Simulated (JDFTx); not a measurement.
Unstrained cell:

Nb(100) slab cut from bulk Nb (space group Im-3m, indices of the conventional cell, lattice of the Materials Project entry mp-75, not re-optimised): 5 atoms in 5 planes, a 1x1 cell of 11.01 Å² (|a| = 3.318, |b| = 3.318 Å), 6.3 Å between the outermost planes, cell height 22.6 Å, 6×6×1 k mesh, Fermi smearing 0.01 Ha, no spin polarisation.

All numbers are PBE, GBRV ultrasoft potentials, plane waves to 20/100 Ha results from a modified build of JDFTx, not measurements. The in-plane lattice is scaled by the biaxial strain ε at a fixed k mesh and cell height, and all atoms off the mid-plane are relaxed in vacuum within the cell's symmetry. Zero strain is the lattice given, not this level's minimum.

| ε (%) | work function (eV) |
|---|---|
| -3 | 3.82 |
| -1.5 | 3.77 |
| 0 | 3.72 |
| 1.5 | withheld |
| 3 | 3.71 |

Q: Fit W = sε + W₀ to the other rows by least squares, predict the withheld value, and compare with the run.

A: The fit gives s (eV/%) = -0.0179, W₀ (eV) = 3.75, with a root-mean-square miss of 0.019 eV on its own rows. It predicts 3.72 eV; the run gives 3.70 eV, a miss of 0.02 eV.
